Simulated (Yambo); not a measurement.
Yambo input for Cs2SiF6 (space group Fm-3m, No. 225) (a = b = c = 6.242 Å, α = β = γ = 60.00°), on norm-conserving PBEsol (Quantum ESPRESSO, 84 Ry, scalar-relativistic) wavefunctions on a 4×4×4 mesh:

```
optics
chi
dipoles
kernel
FFTGvecs= 40 Ry
Chimod= "HARTREE"
NGsBlkXd= 3 Ry
% QpntsRXd
 1 | 1 |
%
% BndsRnXd
 1 | 132 |
%
GrFnTpXd= "R"
% EnRngeXd
 0.0 | 20.0 | eV
%
% DmRngeXd
 0.2 | 0.2 | eV
%
CGrdSpXd= 50
ETStpsXd= 161
% LongDrXd
 1.0 | 0.0 | 0.0 |
%
```

First lines of the file o-*.eps_q1_inv_rpa_dyson:

```
Absorption @ Q(1):   1.00000000     0.00000000     0.00000000    [q->0 direction]
#
# [ X ] Hartree size     :  137
# [GEN] GF Energies     : Perdew, Burke & Ernzerhof SOL(X)+Perdew, Burke & Ernzerhof SOL(C)
# [GEN] Green`s Function     : Retarded
#
# [GEN] Gauge     : Length
# [GEN] [r,Vnl] included     : yes
#
#    E[1] [eV]     Im(eps)     Re(eps)     Im(eps_o)     Re(eps_o)
#
     0.000000     -0.78890E-10     1.968634     -0.74061E-18     2.222820
     0.125000     0.239725E-3     1.968709     0.329638E-3     2.222923
     0.250000     0.479771E-3     1.968933     0.659706E-3     2.223232
     0.375000     0.720462E-3     1.969308     0.990636E-3     2.223747
     0.500000     0.962121E-3     1.969833     0.001323     2.224469
     0.625000     0.001205     1.970509     0.001657     2.225399
     0.750000     0.001450     1.971338     0.001993     2.226538
     0.875000     0.001696     1.972320     0.002332     2.227888
     1.000000     0.001945     1.973456     0.002674     2.229450
     1.125000     0.002197     1.974749     0.003019     2.231227
     1.250000     0.002451     1.976200     0.003369     2.233221
     1.375000     0.002709     1.977810     0.003723     2.235434
     1.500000     0.002971     1.979583     0.004082     2.237870
     1.625000     0.003238     1.981521     0.004447     2.240532
     1.750000     0.003508     1.983626     0.004818     2.243423
     1.875000     0.003785     1.985902     0.005197     2.246549
     2.000000     0.004066     1.988352     0.005582     2.249913
     2.125000     0.004354     1.990979     0.005976     2.253520
     2.250000     0.004649     1.993789     0.006379     2.257375
     2.375000     0.004951     1.996784     0.006791     2.261485
     2.500000     0.005260     1.999970     0.007214     2.265855
     2.625000     0.005579     2.003352     0.007648     2.270493
     2.750000     0.005907     2.006936     0.008094     2.275405
     2.875000     0.006244     2.010727     0.008554     2.280599
     3.000000     0.006593     2.014732     0.009028     2.286085
     3.125000     0.006954     2.018958     0.009517     2.291871
     3.250000     0.007327     2.023413     0.010023     2.297967
     3.375000     0.007714     2.028105     0.010548     2.304385
     3.500000     0.008117     2.033043     0.011091     2.311135
     3.625000     0.008535     2.038237     0.011656     2.318230
     3.750000     0.008972     2.043697     0.012244     2.325685
     3.875000     0.009427     2.049435     0.012856     2.333514
     4.000000     0.009904     2.055463     0.013496     2.341732
```
(The file goes on to the top of the energy range.) Convergence of the RPA response with its 4×4×4 mesh was not tested.

Geometry of the Materials Project entry, not relaxed at this level.
